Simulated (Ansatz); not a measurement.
## Energy and pressure of TiCl₂ against volume, without spin

Theory: DFT PBEsol, scalar-relativistic, plane waves, PAW in Ansatz.

```
Ti Cl
1.0
     5.94074    0.00000    0.00000
     0.00000    5.94074    0.00000
     0.00000    0.00000    3.51557
Ti Cl
2 4
Direct
  0.00000 0.00000 0.00000
  0.50000 0.50000 0.50000
  0.29395 0.29395 0.00000
  0.70605 0.70605 0.00000
  0.79395 0.20605 0.50000
  0.20605 0.79395 0.50000
```

* plane-wave cutoff: 420 eV
* Γ-centred k-mesh: 6×6×10
* occupation rule: Gaussian smearing, 0.1 eV
* spin treatment: unpolarised

The cell is scaled evenly at fixed fractional positions, V₀ being the volume of the cell shown; start: no spin polarisation. Energies are extrapolated to zero smearing. A spin-polarised state can lie lower, at larger volumes above all.

```
 V/V₀  E above lowest (meV/atom) P (GPa)
0.800                      140.3     18.0
0.860                       39.8      8.5
0.920                        1.1      1.9
0.960                        0.0     -1.3
1.000                       13.7     -3.8
1.040                       39.1     -5.8
1.100                       93.4     -8.0
1.180                      186.7     -9.8
```

Cost: 8 runs of about 1.9 core-minutes in all, on Arm Neoverse V2 (shared hosts).